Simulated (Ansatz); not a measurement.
Geometry optimisation in Ansatz: input, command and trajectory.

```yaml
crystal:
  lattice:
    - [0.0, 5.4700937627, -5.4700937627]
    - [5.4700937627, 5.4700937627, 0.0]
    - [5.4700937627, 0.0, -5.4700937627]
  atoms:
    - { symbol: Si, position: [0.125, 0.125, 0.125] }
    - { symbol: Si, position: [0.125, 0.625, 0.125] }
    - { symbol: Si, position: [0.625, 0.125, 0.125] }
    - { symbol: Si, position: [0.625, 0.625, 0.125] }
    - { symbol: Si, position: [0.125, 0.125, 0.625] }
    - { symbol: Si, position: [0.125, 0.625, 0.625] }
    - { symbol: Si, position: [0.625, 0.125, 0.625] }
    - { symbol: Si, position: [0.625, 0.625, 0.625] }
    - { symbol: Si, position: [0.25, 0.75, 0.25] }
    - { symbol: Si, position: [0.25, 0.25, 0.25] }
    - { symbol: Si, position: [0.75, 0.75, 0.25] }
    - { symbol: Si, position: [0.75, 0.25, 0.25] }
    - { symbol: Si, position: [0.25, 0.75, 0.75] }
    - { symbol: Si, position: [0.25, 0.25, 0.75] }
    - { symbol: Si, position: [0.75, 0.75, 0.75] }
    - { symbol: Si, position: [0.75, 0.25, 0.75] }
    - { symbol: K, position: [-0.0160091094, 0.0091947857, 0.0155291152] }
total_charge: 1
basis:
  ecutwfc: 420
  xc_grid: 2
kpoints:
  mp_grid: { grid: [2, 2, 2], shift: [0.0, 0.0, 0.0] }
hamiltonian:
  xc: pbe
scf:
  occupations: { method: gaussian, width: 0.02 }
output:
  forces: true
  stress: false
  eigenvalues: true
relax:
  adjacent_minimum: "off"
  f_tol: 0.02
  max_steps: 60
```

```bash
ansatz run input.yaml --threads 8 --pin off --max-ram 20480MiB --backend cpu --events-out ev --progress --plain --runs-dir out
```

The calculation used Ansatz 0.2.0, DFT PBE, scalar-relativistic, plane waves, PAW.

The cell holds a point defect: K interstitial, charge +1.

Of 5 frames 4 are shown, positions in Å and forces in eV/Å; the SCF threshold varies from step to step.

```xyz
17
Lattice="0.0000 5.4701 -5.4701 5.4701 5.4701 0.0000 5.4701 0.0000 -5.4701" Properties=species:S:1:pos:R:3:forces:R:3 pbc="T T T" step=1 free_energy_over_end_meV_per_atom=73.07
Si    1.3675    1.3675   -1.3675    1.9025    2.1335   -2.0825
Si    4.1026    4.1026   -1.3675   -1.5564   -1.3756   -1.4146
Si    1.3675    4.1026   -4.1026    2.2185   -2.3643    2.4211
Si    4.1026    6.8376   -4.1026   -0.0084    0.0280    0.0298
Si    4.1026    1.3675   -4.1026   -1.3553    1.2609    1.2247
Si    6.8376    4.1026   -4.1026    0.0473   -0.0433    0.0393
Si    4.1026    4.1026   -6.8376   -0.0118   -0.0378   -0.0371
Si    6.8376    6.8376   -6.8376    0.0461    0.0355   -0.0408
Si    5.4701    5.4701   -2.7350   -0.0374    0.0159   -1.3012
Si    2.7350    2.7350   -2.7350    0.0324   -0.0115    0.0098
Si    5.4701    8.2051   -5.4701   -0.0415   -1.4786    0.0128
Si    2.7350    5.4701   -5.4701    2.0141    0.0165    0.0086
Si    8.2051    5.4701   -5.4701   -0.8644    0.0053    0.0029
Si    5.4701    2.7350   -5.4701   -0.0307    1.1700   -0.0012
Si    8.2051    8.2051   -8.2051    0.0076   -0.0024    0.0003
Si    5.4701    5.4701   -8.2051   -0.0339    0.0026    1.3287
K     0.1352   -0.0373    0.0026   -2.3287    0.6453   -0.2006
17
Lattice="0.0000 5.4701 -5.4701 5.4701 5.4701 0.0000 5.4701 0.0000 -5.4701" Properties=species:S:1:pos:R:3:forces:R:3 pbc="T T T" step=2 free_energy_over_end_meV_per_atom=4.51
Si    1.4219    1.4286   -1.4280    0.4850    0.4149   -0.4337
Si    4.0402    4.0393   -1.4313   -0.1419   -0.2210   -0.2037
Si    1.4167    4.0482   -4.0471    0.6346   -0.6026    0.5850
Si    4.1015    6.8457   -4.0894    0.0967   -0.1185   -0.1205
Si    4.0420    1.4300   -4.0400   -0.1143    0.1565    0.1741
Si    6.8604    4.0925   -4.0955   -0.1199    0.1125   -0.1054
Si    4.1028    4.0879   -6.8467    0.0935    0.1251    0.1241
Si    6.8618    6.8409   -6.8434   -0.1233   -0.1058    0.1142
Si    5.4724    5.4641   -2.7964    0.0405   -0.0027   -0.2643
Si    2.7283    2.7372   -2.7388   -0.0622    0.0205   -0.0154
Si    5.4691    8.1357   -5.4756    0.0485   -0.2324    0.0059
Si    2.8132    5.4716   -5.4715    0.2544   -0.0178   -0.0008
Si    8.1740    5.4683   -5.4682   -0.3887   -0.0084   -0.0060
Si    5.4722    2.7905   -5.4641    0.0389    0.2897   -0.0130
Si    8.2135    8.2027   -8.2038   -0.0241    0.0074   -0.0004
Si    5.4690    5.4756   -8.1404    0.0466   -0.0219    0.2484
K     0.0576   -0.0149    0.0013   -0.7644    0.2044   -0.0884
17
Lattice="0.0000 5.4701 -5.4701 5.4701 5.4701 0.0000 5.4701 0.0000 -5.4701" Properties=species:S:1:pos:R:3:forces:R:3 pbc="T T T" step=3 free_energy_over_end_meV_per_atom=0.06
Si    1.4488    1.4445   -1.4457   -0.0316   -0.0870    0.0773
Si    4.0360    4.0292   -1.4394    0.0335   -0.0073   -0.0014
Si    1.4499    4.0219   -4.0230   -0.0382    0.0777   -0.0884
Si    4.1048    6.8400   -4.0977   -0.0193    0.0135    0.0079
Si    4.0387    1.4353   -4.0331    0.0050    0.0202    0.0251
Si    6.8477    4.0985   -4.0999   -0.0026   -0.0113    0.0118
Si    4.1052    4.0968   -6.8408   -0.0177   -0.0058   -0.0122
Si    6.8483    6.8383   -6.8396   -0.0055    0.0145   -0.0147
Si    5.4769    5.4703   -2.8115    0.0010   -0.0036    0.0010
Si    2.7472    2.7320   -2.7366    0.0599   -0.0183    0.0086
Si    5.4773    8.1263   -5.4676   -0.0011   -0.0082   -0.0057
Si    2.8195    5.4684   -5.4692   -0.0133    0.0019   -0.0024
Si    8.1380    5.4676   -5.4706   -0.0126    0.0016    0.0014
Si    5.4779    2.8095   -5.4722   -0.0007    0.0013    0.0048
Si    8.2087    8.2043   -8.2046    0.0225   -0.0070    0.0006
Si    5.4783    5.4657   -8.1282   -0.0028    0.0069    0.0114
K     0.0133   -0.0046    0.0011    0.0224    0.0113   -0.0251
17
Lattice="0.0000 5.4701 -5.4701 5.4701 5.4701 0.0000 5.4701 0.0000 -5.4701" Properties=species:S:1:pos:R:3:forces:R:3 pbc="T T T" step=5 free_energy_over_end_meV_per_atom=0.00
Si    1.4486    1.4385   -1.4405    0.0005    0.0002   -0.0002
Si    4.0375    4.0274   -1.4404   -0.0003   -0.0008   -0.0008
Si    1.4486    4.0272   -4.0292    0.0005   -0.0003    0.0003
Si    4.1062    6.8396   -4.0982    0.0012   -0.0009   -0.0010
Si    4.0376    1.4382   -4.0295   -0.0007    0.0012    0.0012
Si    6.8495    4.0964   -4.0984   -0.0008    0.0009   -0.0009
Si    4.1063    4.0963   -6.8415    0.0011    0.0008    0.0007
Si    6.8496    6.8395   -6.8415   -0.0010   -0.0009    0.0009
Si    5.4780    5.4681   -2.8115    0.0000   -0.0003    0.0009
Si    2.7434    2.7328   -2.7350   -0.0011    0.0000    0.0003
Si    5.4780    8.1263   -5.4698   -0.0001    0.0001   -0.0006
Si    2.8196    5.4679   -5.4699   -0.0001    0.0001   -0.0003
Si    8.1365    5.4679   -5.4700    0.0006    0.0000   -0.0002
Si    5.4780    2.8095   -5.4701    0.0000   -0.0008    0.0001
Si    8.2128    8.2031   -8.2050    0.0002   -0.0002    0.0003
Si    5.4781    5.4678   -8.1284    0.0000    0.0004   -0.0001
K     0.0082   -0.0023    0.0001   -0.0001    0.0004   -0.0004
```

It took 3.5 s on 8 threads of Intel(R) Xeon(R) 6975P-C (Granite Rapids), with other jobs on the host, peak memory 1.1 GiB.